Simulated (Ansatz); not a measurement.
## A plane-wave run on BeGaTe$_{2}$

The input, for Ansatz 0.2.0 (plane waves, PAW):

```yaml
crystal:
  lattice:
    - [0.0, 0.0, 6.422802]
    - [3.94303, -3.94303, 3.211401]
    - [3.94303, 3.94303, -3.211401]
  atoms:
    - { symbol: Ga, position: [0.75, 0.5, 0.5] }
    - { symbol: Ga, position: [0.25, 0.5, 0.5] }
    - { symbol: Te, position: [0.67, 0.5, 0.84] }
    - { symbol: Te, position: [0.17, 0.16, 0.5] }
    - { symbol: Te, position: [0.33, 0.5, 0.16] }
    - { symbol: Te, position: [0.83, 0.84, 0.5] }
    - { symbol: Be, position: [0.25, 0.0, 0.0] }
    - { symbol: Be, position: [0.75, 0.0, 0.0] }
  symmetry: { tolerance: 0.0003 }
kpoints:
  mp_grid: { grid: [7, 7, 7], shift: [0, 0, 0] }
  band_path:
    path:
      - [0.0, 0.0, 0.0]
      - [0.0, 0.0, 0.5]
      - [0.0, 0.5, 0.5]
      - [0.0, 0.0, 0.0]
      - [0.83166445, 0.41583222, -0.41583222]
      - [0.16833555, 0.58416778, 0.41583222]
      - [0.0, 0.5, 0.5]
      - [0.0, 0.0, 0.5]
      - [0.5, 0.25, 0.25]
      - [0.5, 0.5, 0.0]
      - [0.0, 0.0, 0.0]
    npoints: 7
magnetization:
  spin_polarized: false
scf:
  occupations: { method: fermi_dirac }
  lower_state_search: "off"
  max_iter: 200
hamiltonian:
  pseudopotentials: { kind: paw }
  xc: r2scan
basis:
  ecutwfc: 500
  fft_grid_basis: typed
output:
  forces: true
  stress: true
  eigenvalues: true
  bader: true
  populations: true
  elf: true
  write_potential: true
  volumetric_format: npy
  dos:
    e_range: [-12, 8]
    de: 0.05
    projected: { site_lists: { Be: [Be], Ga: [Ga], Te: [Te] } }
checkpoint:
  read: saved_state
```

Run as

```sh
ansatz run input.yaml --threads 1 --pin off --max-ram 2560MiB --backend cpu --events-out ev --progress --plain --runs-dir out
```

The run starts from an earlier solution of this cell. 

Parts of the output:

```
Pseudopotentials: kind: paw
Pseudopotential: Ga, paw, valence charge 13, recommended cutoff 500 eV (meta_gga), Ga.paw.azcp
Pseudopotential: Te, paw, valence charge 16, recommended cutoff 500 eV (meta_gga), Te.paw.azcp
Pseudopotential: Be, paw, valence charge 2, recommended cutoff 500 eV (meta_gga), Be.paw.azcp
Functional definition: r2SCAN
  exchange = r2scan_x(k0 = k0, k1 = k1, a1 = a1)
  correlation = r2scan_c
Crystal: 8 atoms, lattice volume = 199.717 Å³
Basis set: ecut = 500 eV, 5103 PW (Γ), exchange–correlation on 192×192×192 points (64 copies of the dense FFT grid, shifted against one another)
Bands: 57, of which v1, the nominal top of the filled ones, is band 47 counted from 1 (46 counted from 0)
Symmetry: 16 space group operations
Space group: I4/mcm (ITA 140), of the structure as read, at distance tolerance 1.8e-3 Å
k-points: 40 of 343
Initial density: read from a saved state, or passed on in memory by an earlier SCF of this step, an earlier step, the calling program or the single point that the run made first
Functional: x = r2scan, c = r2scan; τ floored in thin density (d = 2e-4 eV/Å³)
SCF iter   1: F=-35742.5015 eV  Δρ=6.88e-4  dr2=1.54e-3  dr2_τ=3.08e-5
SCF iter   2: F=-35742.5019 eV  Δρ=4.21e-4  dr2=7.71e-4  dr2_τ=5.94e-6
SCF iter   3: F=-35742.5023 eV  Δρ=1.21e-4  dr2=2.62e-5  dr2_τ=4.88e-7
SCF iter   4: F=-35742.5024 eV  Δρ=6.57e-5  dr2=4.39e-6  dr2_τ=2.43e-7
SCF iter   5: F=-35742.5024 eV  Δρ=1.81e-5  dr2=1.04e-6  dr2_τ=9.89e-9
SCF iter   6: F=-35742.5024 eV  Δρ=4.85e-6  dr2=5.43e-8  dr2_τ=8.03e-10
Free energy (F): -35742.5024 eV
Harris-Foulkes:  -35742.5024 eV  (|F-HF|=5.84e-8)
Internal energy: -35742.3977 eV  (E = F + TS)
E sigma→0 (E₀):  -35742.4500 eV
Entropy (-TS):   -0.1047 eV (-13.085 meV/atom)
Fermi energy:    8.3190 eV
--- Per-component energies (eV) ---
  E_band       = -1233.5411
  E_kinetic    = 984.5154
  E_local      = -10907.0411  (includes V_loc(G=0)·N_el)
  E_nonlocal   = -377.7576
  E_hartree    = 6025.8482
  E_xc         = -620.3622
  E_vxc        = -606.5435  (∫ρ·V_xc dr)
  E_paw        = -22872.9190  (= ΣΔE_a)
  E_vpaw       = -2413.6898  (= ΣTr[D̂ρ^β])
  E_aug_tail   = -0.0002  (compensation charges beyond the density's cutoff)
  E_vtau       = 35.2790  (kinetic-family band-sum trace: ∫τ·v_τ [+ j·A + Jᵃ·Aᵃ] dr)
  E_ewald      = -7974.4905
  E_core_change = -0.1908  (= ΣΔE_core)
  E_smearing   = -0.1047  (= −TS)
--- Forces (eV/Å), atoms counted from 1 ---
  atom   1  Ga     0.0000     0.0000     0.0000
  atom   2  Ga     0.0000     0.0000     0.0000
  atom   3  Te     1.6903     1.6903     0.0000
  atom   4  Te    -1.6903     1.6903     0.0000
  atom   5  Te    -1.6903    -1.6903     0.0000
  atom   6  Te     1.6903    -1.6903     0.0000
  atom   7  Be     0.0000     0.0000     0.0000
  atom   8  Be     0.0000     0.0000     0.0000
--- Stress (GPa, compression-positive) ---
        5.6912       0.0000       0.0000
        0.0000       5.6912       0.0000
        0.0000       0.0000       7.9958
  P = ⅓ Tr σ = 6.4594 GPa (64.594 kbar)
--- Löwdin populations: 8 sites ---
  site symbol       q [e]
     0     Ga     13.2039
     1     Ga     13.2039
     2     Te     16.0892
     3     Te     16.0892
     4     Te     16.0892
     5     Te     16.0892
     6     Be      1.2510
     7     Be      1.2510
  spilling = 0.0078 (of n_electrons = 94.0000)
--- Bader charges: 8 sites ---
  site symbol  charge [e]  shift [e]
     0     Ga      0.6570     0.0009
     1     Ga      0.6570     0.0009
     2     Te     -0.5824     0.0005
     3     Te     -0.5824     0.0005
     4     Te     -0.5824     0.0005
     5     Te     -0.5824     0.0005
     6     Be      0.5078     0.0000
     7     Be      0.5078     0.0000
```

Absolute energies hang on the potentials; compare differences alone.

Origin: a known structure type with other elements, at an estimated volume, so it need not be a known compound. Caveats: atoms or cell far from equilibrium.

It took 100 s on 1 thread of Intel(R) Xeon(R) Platinum 8559C (Emerald Rapids), with other jobs on the host, peak memory 1.3 GiB, starting from a saved density.
